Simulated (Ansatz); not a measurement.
**CdSe: from a starting cell to a relaxed one**

The start is a relaxed CdSe cell with every coordinate shifted by Gaussian noise of σ = 0.1 Å. The structure is fully relaxed (lattice and positions, P = 0) with PBEsol (plane waves to 420 eV, PAW, scalar-relativistic; Ansatz, a quantum-chemistry and plane-wave program). The first steps use a coarse 6×6×2 k-mesh.

Initial structure:
```
CELL_PARAMETERS angstrom
      4.30202     0.00000     0.00000
     -2.15101     3.72566     0.00000
      0.00000     0.00000    14.03920
ATOMIC_POSITIONS crystal
  Cd 0.00284 0.98677 0.00807
  Cd 0.97085 0.96978 0.50158
  Cd 0.66570 0.32188 0.75031
  Cd 0.33829 0.68336 0.25036
  Se 0.01108 0.98495 0.82408
  Se 0.00751 0.04209 0.31814
  Se 0.68149 0.37631 0.54679
  Se 0.34205 0.64944 0.06192
```

| Item | Result |
|---|---|
| Relative to the parent | It returns to the parent structure, P6₃mc (No. 186) |
| Band gap at the end | 0.51 eV (no spin-orbit coupling) |
| Optimiser moves | 4 |

Final values are on a 9×3×9 k-mesh of the relaxed cell. No spin polarisation in the result.

The first start was generated by placing the elements on the sites of a structure type. A measured structure of CdSe has the same space group, P6₃mc (No. 186); the sites were not compared with it.
